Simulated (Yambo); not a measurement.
A G0W0@PBEsol run in Yambo for GaP (wurtzite, space group P6_3mc, No. 186) (3×3×2 Γ-centred k mesh, 304 bands and a 8 Ry block in the screening, 304 bands in G with the Bruneval-Gonze terminator, plasmon pole fitted at 27.2 eV) gives these matrix elements, in eV, at the band edges (Γ → Γ):

| state | E0 | <Vxc> | <Σx> | <Σc(E0)> | Z |
|---|---|---|---|---|---|
| valence edge | 0.000 | -12.799 | -14.685 | 1.218 | 0.784 |
| conduction edge | 1.253 | -11.533 | -7.163 | -4.198 | 0.796 |

**Question.** Solve the linearised quasiparticle equation for both states, give the gap, and say how exchange and correlation each act on it.

**Answer.** E = E0 + Z(Σx + Σc − Vxc). Valence: 0.000 + 0.784 × (-14.685 + (1.218) − (-12.799)) = -0.52 eV. Conduction: 1.253 + 0.796 × (-7.163 + (-4.198) − (-11.533)) = 1.39 eV. The gap is 1.91 eV, against 1.25 eV in PBEsol. Replacing Vxc by bare exchange alone would open it by 6.26 eV; correlation takes back 5.42 eV of that, and Z scales what is left. Nearest settings tried, and what they do to the gap: 196 bands in W, 196 bands in G: +17 meV; 7 Ry block (161 vectors against 233): -28 meV; 3×3×1 mesh: -80 meV. So the settings aren't converged at that level. The k mesh is coarse. 

The standard potential for Ga keeps a d shell in the valence without the s and p states of that shell. In tests on such compounds this moved G0W0 gaps by up to about 0.9 eV, so absolute quasiparticle energies here are unreliable; differences between settings are what counts.

Spin-orbit coupling is included.

Geometry relaxed with PBEsol; primitive cell a = 3.835 Å, b = 3.835 Å, c = 6.317 Å, α = 90.00°, β = 90.00°, γ = 120.00°.

This is not the ordinary phase of the substance; no match was found in the copy of COD used, and its stability was not checked.
